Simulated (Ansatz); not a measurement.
From the elastic tensor of TiPd3 at 8 GPa (stress–strain coefficients) to moduli and sound speeds

Computed with DFT LDA, scalar-relativistic, plane waves, PAW (Ansatz 0.2.0). Plane waves to 420 eV; Γ-centred k mesh 12×12×12; Fermi-Dirac smearing of 0.15 eV. No spin polarisation.

Symmetry: Pm-3m, No. 221, cubic system. The conventional cell has a = 3.792 Å, b = 3.792 Å, c = 3.792 Å, α = 90.00°, β = 90.00°, γ = 90.00°. Around Ti (site symmetry m-3m) lie 12 Pd at 2.68 Å. Around Pd (site symmetry 4/mmm) lie 4 Ti at 2.68 Å and 8 Pd at 2.68 Å.

In a metal, frequencies and elastic constants depend on the k mesh and the smearing, soft modes and shear constants most. Other phases may be more stable at this pressure.

Relaxed-ion constants (GPa, on the Cartesian axes of the calculation):
```
378.0 207.6 207.6   0.0   0.0   0.0
207.6 378.0 207.6   0.0   0.0   0.0
207.6 207.6 378.0   0.0   0.0   0.0
  0.0   0.0   0.0 152.5   0.0   0.0
  0.0   0.0   0.0   0.0 152.5   0.0
  0.0   0.0   0.0   0.0   0.0 152.5
```

Density 11.177 g/cm³; 4 atoms in 54.54 Å³.

The values that follow are for a polycrystal of randomly turned grains, by Hill's mean where one number stands.

With S = C⁻¹: B_V = (C11+C22+C33+2(C12+C13+C23))/9, G_V = (C11+C22+C33−C12−C13−C23+3(C44+C55+C66))/15, 1/B_R = S11+S22+S33+2(S12+S13+S23), 15/G_R = 4(S11+S22+S33−S12−S13−S23)+3(S44+S55+S66); Hill is their mean. Then v_l = √((B+4G/3)/ρ), v_t = √(G/ρ), v_m = [(2/v_t³+1/v_l³)/3]^(−1/3) and Θ = (ħ/k_B)·v_m·(6π²n/V)^(1/3) for n atoms in the volume V; E = 9BG/(3B+G), ν = (3B−2G)/(2(3B+G)) and A^U = 5G_V/G_R + B_V/B_R − 6.

```json
{
  "Bulk modulus, Voigt / Reuss / Hill": "264.4 / 264.4 / 264.4 GPa",
  "Shear modulus, Voigt / Reuss / Hill": "125.6 / 115.9 / 120.7 GPa",
  "Young's modulus": "314 GPa",
  "Poisson ratio": "0.302",
  "Pugh ratio B/G": "2.19",
  "Universal anisotropy index": "0.42",
  "Longitudinal and transverse sound speeds": "6169 and 3287 m/s",
  "Debye temperature from the mean sound speed": "458 K"
}
```

Cost: 1 run of about 2.4 core-minutes, on Arm Neoverse V2 (shared hosts).